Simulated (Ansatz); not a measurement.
Cs (bcc (W type), Im-3m) under volume change, plane-wave PAW r²SCAN (Ansatz code), scaled uniformly.

```json
[
 {"V (Å³/atom)": "112.032", "E − E(relaxed) (meV/atom)": "6.6", "P (GPa)": "0.21"},
 {"V (Å³/atom)": "115.725", "E − E(relaxed) (meV/atom)": "…", "P (GPa)": "…"},
 {"V (Å³/atom)": "119.419", "E − E(relaxed) (meV/atom)": "…", "P (GPa)": "…"},
 {"V (Å³/atom)": "123.112", "E − E(relaxed) (meV/atom)": "0.0", "P (GPa)": "0.00"},
 {"V (Å³/atom)": "126.805", "E − E(relaxed) (meV/atom)": "0.6", "P (GPa)": "-0.05"},
 {"V (Å³/atom)": "130.499", "E − E(relaxed) (meV/atom)": "2.4", "P (GPa)": "-0.10"},
 {"V (Å³/atom)": "134.192", "E − E(relaxed) (meV/atom)": "5.1", "P (GPa)": "-0.14"}
]
```

Task: Some entries are withheld; supply them.

Result: 
- 115.725, E − E(relaxed) (meV/atom): 2.8
- 115.725, P (GPa): 0.13
- 119.419, E − E(relaxed) (meV/atom): 0.7
- 119.419, P (GPa): 0.06

Task: What does a third-order Birch–Murnaghan fit give for V₀, B₀ and B′?

Result: V₀ = 123.10 Å³/atom, B₀ = 1.9 GPa, B′ = 3.5.

Symmetry was held in the r²SCAN relaxation; phonons on a q-mesh show no instability. Spin–orbit coupling is left out wherever it is not named.

Potentials: the later of the program's two PAW sets.
